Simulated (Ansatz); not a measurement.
This cell of Sn (diamond) is off equilibrium:

```
Sn
1.0
    0.00000     3.28336     3.28336
    3.28336     0.00000     3.28336
    3.28336     3.28336     0.00000
Sn
2
Direct
  0.18452   0.18452   0.22288
  0.00000   0.00000   0.00000
```

Level of theory: r2SCAN (plane waves to 500 eV, PAW, scalar-relativistic; Ansatz, an electronic-structure program). k mesh 10×10×10 (Γ-centred), Fermi-Dirac smearing 0.05 eV. E stands for the smeared free energy. Stress and pressure are positive under compression. With partly filled bands, energies and forces of such displacements shift with the k mesh and the smearing. Sn was relaxed with its symmetry unable to fall.

Predict the force on every atom, in eV/Å.


```csv
atom,Fx,Fy,Fz
Sn1,5.903,5.903,5.763
Sn2,-5.903,-5.903,-5.763
```

What is the stress tensor (GPa)?


```
   11.6     15.9     13.9
   15.9     11.6     13.9
   13.9     13.9      8.4
```
The pressure, a third of the trace, is 10.6 GPa.

In it atom 1 sits (-0.304, -0.304, -0.430) Å away from its relaxed site. What is its energy relative to the relaxed cell?

2365 meV/cell.

(For displaced atoms, the force is minus the slope of the energy, and its curvature is a force constant, which sets phonon frequencies.)
